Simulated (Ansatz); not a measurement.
Sn$_{3}$Te$_{2}$Se:
```xyz
6
Lattice="4.3353 0.0000 0.0000 -2.1676 3.7544 0.0000 0.0000 0.0000 10.5575" Properties=species:S:1:pos:R:3 pbc="T T T"
Sn     0.0000     0.0000     5.2787
Sn     0.0000     2.5030     1.5983
Sn     2.1676     1.2515     8.9592
Te     0.0000     2.5030     7.1209
Te     2.1676     1.2515     3.4366
Se     0.0000     0.0000     0.0000
```

Relaxed with LDA. Special points in fractions of this cell's reciprocal vectors: Γ (0.000, 0.000, 0.000); M (0.500, 0.000, 0.000); K (0.333, 0.333, 0.000); A (0.000, 0.000, 0.500); L (0.500, 0.000, 0.500); H (0.333, 0.333, 0.500).

### Question
List the band energies nearest the Fermi level at these points for plane-wave PAW LDA (Ansatz code).

### Answer
In eV from the Fermi level; about four levels below and three above (degenerate sets whole), none deeper than 8.9 eV; points with the same levels are listed once.

| k | below | above |
|---|---|---|
| Γ | -1.88 -1.88 -0.89 -0.61 | 0.97 0.97 1.06 |
| M | -2.92 -2.60 -1.81 -1.77 | 1.49 1.51 1.61 |
| K | -3.03 -3.03 -2.34 -2.25 -2.25 | 2.10 2.10 2.12 |
| A | -1.80 -1.80 -1.79 -1.41 -0.14 | 0.19 0.41 0.41 |
| L | -3.21 -2.00 -1.97 -0.21 | 0.20 0.47 0.49 |
| H | -4.27 -4.27 -1.04 -0.96 -0.96 | 0.48 0.84 0.84 |

Space group P-3m1. The workflow started from a Materials Project entry (that database holds measured and hypothetical structures alike); the Crystallography Open Database copy checked does not list it. Its standing as an ambient phase is unchecked. The LDA relaxation kept the symmetry of its start; of distortions, only those at the zone centre were tested. The Fermi level of a semimetal is unsure by some 0.05 eV on such meshes. Spin–orbit coupling is left out wherever it is not named.

Potentials: the later of the program's two PAW sets.
